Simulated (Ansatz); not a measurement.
Relaxed C (graphite type, space group P6_3/mmc):

```
CELL_PARAMETERS angstrom
      2.46498     0.00000     0.00000
     -1.23249     2.13473     0.00000
      0.00000     0.00000     6.72886
ATOMIC_POSITIONS crystal
  C  0.00000 0.00000 0.25000
  C  0.00000 0.00000 0.75000
  C  0.33333 0.66667 0.25000
  C  0.66667 0.33333 0.75000
```

Two-dimensional scan of atom 2 (C, nearest neighbour C at 1.423 Å; its periodic images, 2.5 Å or more away, move with it): u runs along (1.000, 0.000, 0.000), v along (0.000, 1.000, 0.000) (Cartesian). Cell and other atoms are fixed.

These are PBE-D3(BJ) (plane waves to 420 eV, PAW, scalar-relativistic; Ansatz, a quantum-chemistry and plane-wave program) values and carry that method's errors. k mesh 12×12×4 (Γ-centred), Fermi-Dirac smearing 0.05 eV. Compression counts positive. Points where atoms come too close for the PAW data are left out (x in tables, blank in figures). With partly filled bands, energies and forces of such displacements shift with the k mesh and the smearing. C was relaxed with its symmetry unable to fall. The PAW data are Ansatz's earlier set. 

| P (GPa) | u = -0.210 | u = -0.140 | u = -0.070 | u = 0.000 | u = 0.070 | u = 0.140 | u = 0.210 |
|---|---|---|---|---|---|---|---|
| v = -0.210 | ___ | 13.4 | 12.8 | 12.5 | 12.8 | 13.4 | ___ |
| v = -0.140 | 10.1 | 7.5 | 5.8 | 5.2 | 5.8 | 7.5 | 10.1 |
| v = -0.070 | ___ | 4.6 | 2.1 | 1.2 | 2.1 | 4.6 | ___ |
| v = 0.000 | 10.0 | 4.5 | 1.1 | 0.0 | 1.1 | 4.5 | 10.0 |
| v = 0.070 | 13.5 | 6.6 | 2.4 | 1.0 | 2.4 | 6.6 | 13.5 |
| v = 0.140 | ___ | 10.4 | 5.5 | 3.8 | 5.5 | 10.4 | ___ |
| v = 0.210 | x | 15.1 | 9.5 | 7.6 | 9.5 | 15.1 | x |

Task: Some entries are withheld; supply them.

Result: 
- v = -0.210, u = -0.210: 14.8
- v = -0.210, u = 0.210: 14.8
- v = -0.070, u = -0.210: 8.8
- v = -0.070, u = 0.210: 8.8
- v = 0.140, u = -0.210: 18.7
- v = 0.140, u = 0.210: 18.7

(For displaced atoms, the force is minus the slope of the energy, and its curvature is a force constant, which sets phonon frequencies.)
